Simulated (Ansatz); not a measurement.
LiF:
```yaml
crystal:
  lattice:
    - [3.32922, 0.00000, 0.00000]
    - [-1.66461, 2.88319, 0.00000]
    - [0.00000, 0.00000, 4.09472]
  atoms:
    - { symbol: Li, position: [0.33333, 0.66667, 0.75000] }
    - { symbol: F, position: [0.66667, 0.33333, 0.75000] }
    - { symbol: F, position: [0.33333, 0.66667, 0.25000] }
    - { symbol: Li, position: [0.66667, 0.33333, 0.25000] }
```

Relaxed with PBE. Special points in fractions of this cell's reciprocal vectors: Γ (0.000, 0.000, 0.000); M (0.500, 0.000, 0.000); K (0.333, 0.333, 0.000); A (0.000, 0.000, 0.500); L (0.500, 0.000, 0.500); H (0.333, 0.333, 0.500).

Question: List the band energies nearest the valence-band maximum at these points for the program Ansatz at the PBE level (PAW).

Answer: In eV from the valence-band maximum; about four levels below and three above (degenerate sets whole), none deeper than 8.9 eV; … stands for higher levels left out; points with the same levels are listed once.

| k | below | above |
|---|---|---|
| Γ | -1.18 -1.18 -0.46 -0.46 0.00 | 7.54 14.25 15.88 |
| M | -1.67 -1.00 -0.83 -0.47 | 10.27 13.11 14.82 |
| K | -1.23 -1.23 -1.09 -1.09 -0.76 | 10.91 14.49 14.49 |
| A | -0.81 -0.81 -0.81 -0.81 | 9.97 9.97 … |
| L | -1.11 -1.11 -0.38 -0.38 | 10.77 10.77 … |
| H | -1.70 -1.70 -0.13 -0.13 | 12.03 12.03 … |

Space group P6_3/mmc. The start of the workflow was typed in or built on a structure type; neither database checked (COD, Materials Project) lists it. It is not the phase usual at ambient conditions (space group No. 225). The cell was relaxed with PBE under the symmetry of its start; its stability against distortions is not shown here.

Potentials: the earlier of the program's two PAW sets.
